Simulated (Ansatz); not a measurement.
Property card for Be12Mo

Be12Mo:
```xyz
13
Lattice="-3.5913 3.5913 2.0908 3.5913 -3.5913 2.0908 3.5913 3.5913 -2.0908" Properties=species:S:1:pos:R:3 pbc="T T T"
Be     3.5913     2.0777     0.0000
Be     0.0000     1.5136     2.0908
Be     1.5136     0.0000     2.0908
Be     2.0777     3.5913     0.0000
Be     4.6666     0.0000     0.0000
Be     2.5160     0.0000     0.0000
Be     0.0000     4.6666     0.0000
Be     0.0000     2.5160     0.0000
Be     1.7956    -1.7956     1.0454
Be     1.7956     1.7956     1.0454
Be    -1.7956     1.7956     1.0454
Be     1.7956     1.7956    -1.0454
Mo     0.0000     0.0000     0.0000
```

Space group I4/mmm (No. 139); conventional cell a = b = 7.183 Å, c = 4.182 Å, α = β = γ = 90.00°.

Method: the program Ansatz at the PBEsol level (PAW). Structure relaxed to zero pressure with the same functional. Other levels are named where they apply.

Cell and energy:

| Item | Value |
|---|---|
| Volume per atom | 8.30 Å³ |
| Density | 3.14 g/cm³ |
| Formation energy from the elements (no fitted shifts) | -0.12 eV/atom |

Electronic structure:

| Property | Result |
|---|---|
| Electronic character | metallic (no gap) |
| Density of states at the Fermi level | 0.13 states/eV per atom (mean over ±0.08 eV) |
| Gap with spin–orbit coupling | none (metallic) |

Mechanics:

| Item | Result |
|---|---|
| Bulk modulus (Birch–Murnaghan fit) | 144 GPa |
| Pressure derivative B′ | 3.6 |
| Elastic constants (relaxed ions, GPa) | C11 = 395, C12 = -1.3, C13 = 41.9, C33 = 337, C44 = 156, C66 = 132 |
| Mechanical stability | stable (all eigenvalues of C positive) |
| Hill bulk and shear moduli | 144 and 157 GPa |
| Young's modulus | 345 GPa |
| Poisson's ratio | 0.10 |
| Debye temperature from the elastic constants | 1140 K |

Phonons:

| Property | Result |
|---|---|
| Highest zone-centre frequency | 848 cm⁻¹ |
| Zone-centre stability | no imaginary mode at Γ |

The start of the workflow was typed in or built on a structure type; neither database checked (COD, Materials Project) lists it. Whether it is the stable phase at ambient conditions was not checked. The cell was relaxed with PBEsol under the symmetry of its start. No spin polarisation was allowed. As this level gives no gap, shear constants depend on the k-mesh and smearing (Fermi–Dirac, 0.1 eV here). As this level gives no gap, phonon frequencies hold no LO–TO term and depend on the k-mesh and smearing (Fermi–Dirac, 0.1 eV here). Axis ratios of metals converge slowly with the k-mesh, so a and c are less sure than the volume. The references are the lowest solids computed at this level, not always the standard phases. Scalar-relativistic: spin–orbit coupling is off unless named, which matters more the heavier the elements.

Potentials: the later of the program's two PAW sets.
